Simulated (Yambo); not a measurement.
G0W0@LDA for Ba$_{2}$MgMoO$_{6}$ (space group Fm-3m, No. 225) in Yambo. Reference settings: 2×2×2 Γ-centred k mesh, bands 3 to 214 and a 7 Ry block in the screening, 214 bands in G with the Bruneval-Gonze terminator, plasmon pole fitted at 27.2 eV. The LDA gap Γ → X on this mesh is 1.98 eV; G0W0 gaps are taken between the same points.

Gap (Γ → X) in eV against the number of bands and the screening block, terminator on:

```json
[
 {"bands (W and G)": "64", "2 Ry": "4.231", "3 Ry": "4.117", "4 Ry": "3.957", "6 Ry": "3.900", "7 Ry": "3.893"},
 {"bands (W and G)": "91", "2 Ry": "3.987", "3 Ry": "3.879", "4 Ry": "3.733", "6 Ry": "3.698", "7 Ry": "3.695"},
 {"bands (W and G)": "127", "2 Ry": "3.871", "3 Ry": "3.766", "4 Ry": "3.635", "6 Ry": "3.613", "7 Ry": "3.609"},
 {"bands (W and G)": "170", "2 Ry": "3.819", "3 Ry": "3.707", "4 Ry": "3.570", "6 Ry": "3.548", "7 Ry": "3.547"},
 {"bands (W and G)": "214", "2 Ry": "3.796", "3 Ry": "3.682", "4 Ry": "3.543", "6 Ry": "3.525", "7 Ry": "3.524"}
]
```

Rough cost of the Yambo step against the reference (shared machines):

```tsv
bands (W and G)	2 Ry	3 Ry	4 Ry	6 Ry	7 Ry
64	1/5	1/5	1/4	1/4	1/4
91	1/3	1/3	1/3	1/2	1/3
127	1/2	1/2	~1	1/2	1/2
170	1/2	~1	~1	~1	~1
214	~1	~1	~1	~1	1
```

At the largest block the last step in bands moves the gap by -0.023 eV; at the most bands the last step in the block moves it by -0.001 eV.

Spin-orbit splittings are left out.

Geometry of the Materials Project entry, not relaxed at this level; primitive cell a = b = c = 5.8070 Å, α = β = γ = 60.00°.

The structure is a Materials Project entry; no match was found in the copy of COD used, and its stability was not checked.
